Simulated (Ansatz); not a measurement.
SiRu₂:
```cif
data_Ru8Si4
_chemical_formula_sum 'Si4 Ru8'
_space_group_name_H-M_alt 'Pnma'
_space_group_IT_number 62
_space_group_name_Hall '-P 2ac 2n'
_cell_length_a 5.23363
_cell_length_b 3.99315
_cell_length_c 7.38320
_cell_angle_alpha 90.000
_cell_angle_beta 90.000
_cell_angle_gamma 90.000
loop_
_space_group_symop_operation_xyz
  'x, y, z'
  '-x, -y, -z'
  '-x+1/2, -y, z+1/2'
  'x+1/2, y, -z+1/2'
  'x+1/2, -y+1/2, -z+1/2'
  '-x+1/2, y+1/2, z+1/2'
  '-x, y+1/2, -z'
  'x, -y+1/2, z'
loop_
_atom_site_label
_atom_site_type_symbol
_atom_site_symmetry_multiplicity
_atom_site_Wyckoff_symbol
_atom_site_fract_x
_atom_site_fract_y
_atom_site_fract_z
_atom_site_occupancy
Si1 Si 4 c 0.19837 0.75000 0.40154 1
Ru1 Ru 4 c 0.48448 0.25000 0.21337 1
Ru2 Ru 4 c 0.16763 0.75000 0.06466 1
```

Relaxed at zero pressure with the program Ansatz at the PBEsol level (PAW).

Task: The volume is raised by 3 % and shape and atoms relax at that volume. What pressure results, and how do the axes share the change?

Result: -7.8 GPa; a 1.3 %, b 0.9 %, c 0.9 %; the energy rises by 10 meV/atom.

Task: Give the new structure.

Result: 
Space group Pnma (No. 62); a = 5.2996 Å, b = 4.0274 Å, c = 7.4462 Å, α = β = γ = 90.00°

```csv
atom,site,symmetry,x,y,z
Si,4c,.m.,0.2001,0.7500,0.4016
Ru,4c,.m.,0.4862,0.2500,0.2126
Ru,4c,.m.,0.1667,0.7500,0.0644
```

The phase is kept; no other phase was compared at this pressure.

The first step of the workflow began from a Materials Project structure, measured or hypothetical; the Crystallography Open Database copy checked does not list it. Whether it is the stable phase at ambient conditions was not checked. The PBEsol relaxation kept the symmetry of its start; its stability against distortions is not shown here. The run is not spin-polarised.

Potentials: the later of the program's two PAW sets.
